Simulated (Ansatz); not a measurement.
ZnS:
```
ZnS
1.0
    3.83541     0.00000     0.00000
   -1.91770     3.32156     0.00000
    0.00000     0.00000    12.54156
Zn S
4 4
Direct
  0.00000   0.00000   0.99998
  0.00000   0.00000   0.49998
  0.33333   0.66667   0.25004
  0.66667   0.33333   0.75004
  0.00000   0.00000   0.18732
  0.00000   0.00000   0.68732
  0.33333   0.66667   0.43765
  0.66667   0.33333   0.93765
```

Relaxed with HSE06. Special points in fractions of this cell's reciprocal vectors: Γ (0.000, 0.000, 0.000); M (0.500, 0.000, 0.000); K (0.333, 0.333, 0.000); A (0.000, 0.000, 0.500); L (0.500, 0.000, 0.500); H (0.333, 0.333, 0.500).

Task: List the band energies nearest the valence-band maximum at these points for the program Ansatz at the HSE06 level (PAW).

Result: In eV from the valence-band maximum; about four levels below and three above (degenerate sets whole), none deeper than 8.9 eV; points with the same levels are listed once.

```
k                          below                above
-  -----------------------------  -------------------
Γ    -0.47 -0.47 -0.03 0.00 0.00       3.32 4.41 4.62
M  -1.66 -1.65 -1.63 -1.14 -0.90       4.46 4.46 4.93
K        -2.40 -1.81 -1.81 -1.36       5.76 6.08 6.08
A        -0.15 -0.15 -0.15 -0.15  4.16 4.16 4.54 4.54
L        -1.55 -1.55 -1.14 -1.14  4.83 4.83 5.20 5.20
H        -1.86 -1.86 -1.66 -1.66  5.51 5.51 6.53 6.53
```

Space group P6_3mc (4H polytype). The cell was relaxed with HSE06 under the symmetry of its start. The hybrid was solved on a coarse mesh, the path and, where they were found, the r²SCAN edge points; its band edges are the extreme levels among these.

Potentials: the later of the program's two PAW sets.
